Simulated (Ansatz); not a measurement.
## Property card for CoC

CoC:
```yaml
crystal:
  lattice:
    - [0.00000, 2.00200, 2.00200]
    - [2.00200, 0.00000, 2.00200]
    - [2.00200, 2.00200, 0.00000]
  atoms:
    - { symbol: Co, position: [0.00000, 0.00000, 0.00000] }
    - { symbol: C, position: [0.50000, 0.50000, 0.50000] }
```
The run is spin-polarised; directions of the spins, atom by atom: 0 0.

Space group Fm-3m (No. 225), rock salt; conventional cell a = 4.004 Å, b = 4.004 Å, c = 4.004 Å, α = 90.00°, β = 90.00°, γ = 90.00°.

Method: plane-wave PAW PBE (Ansatz code). The cell and atoms are relaxed at this level. Other levels are named where they apply.

Cell and energy:

| Item | Value |
|---|---|
| Volume per atom | 8.02 Å³ |
| Density | 7.34 g/cm³ |
| Formation energy from the elements (no fitted shifts) | 78 kJ/mol of atoms |

Electronic structure:

| Item | Value |
|---|---|
| Electronic character | metallic (no gap) |
| Density of states at the Fermi level | 0.96 states/eV per atom (mean over ±0.08 eV) |

Magnetism:

| Quantity | Result |
|---|---|
| Magnetic order | ferromagnetic |
| Net moment | 0.14 μB per atom |

Mechanics:

| Property | Result |
|---|---|
| Bulk modulus (Birch–Murnaghan fit) | 306 GPa |
| Pressure derivative B′ | 4.5 |

The start of the workflow was typed in or built on a structure type; neither database checked (COD, Materials Project) lists it. Whether it is the stable phase at ambient conditions was not checked. Symmetry was held in the PBE relaxation; its stability against distortions is not shown here. Magnetic state: ferromagnetic, the only order run, not a proven ground state. The cell computed holds one magnetic atom, so no antiferromagnetic order was within reach. Its formation energy is positive at this level, so the cell may be metastable or incomplete. The references are the lowest solids computed at this level, not always the standard phases.

Potentials: the earlier of the program's two PAW sets.
